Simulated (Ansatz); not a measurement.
NbAu2: a fit and a missing row

NbAu2, P6/mmm, a = 4.661 Å, c = 2.744 Å. The structure is a COD entry; whether it is the stable form wasn't checked. Ansatz: r2SCAN, PAW, 500 eV, Γ-centred 12×12×16 mesh on 3 atoms, Gaussian smearing 0.10 eV; no spin polarisation. Shape and atoms are relaxed at each volume; pressure is positive in compression.

```tsv
V (Å³/atom)	P (GPa)
15.142	34.54
15.659	23.41
16.175	14.15
16.691	6.44
17.207	0.01
17.724	-5.33
18.240	?
18.928	-14.50
```

Task: Take V0 = 17.207 Å³/atom, count pressures from its P0 = 0.01 GPa, fit the third-order Birch–Murnaghan form to the other rows, and predict the missing pressure.

Result: With the Eulerian strain f = ½[(V0/V)^(2/3) − 1] and y = (P − P0)/[3f(1 + 2f)^(5/2)], the form is the line y = B0 + 1.5 B0 (B0′ − 4) f. Rows (f, y): 0.04448, 209.1; 0.03243, 205.5; 0.02105, 202.0; 0.01025, 198.8; -0.00977, 191.4; -0.03079, 184.1. Means f = 0.01128, y = 198.48; Σ(Δf)² = 0.003859, ΣΔfΔy = 1.289; the slope is their ratio. y = 194.7 + 334.0 f GPa, so B0 = 194.7 GPa and B0′ = 4 + 2 × (334.0)/(3 × 194.7) = 5.14. At V = 18.240, f = -0.01906, y = 188.33 and P = -9.76 GPa. The run gave -9.76 GPa, the same to the digits shown.

Spin–orbit coupling is left out, which can shift energies with elements as heavy as these.

Cost: 8 runs of about 14 core-minutes in all, on Arm Neoverse V1 (shared hosts).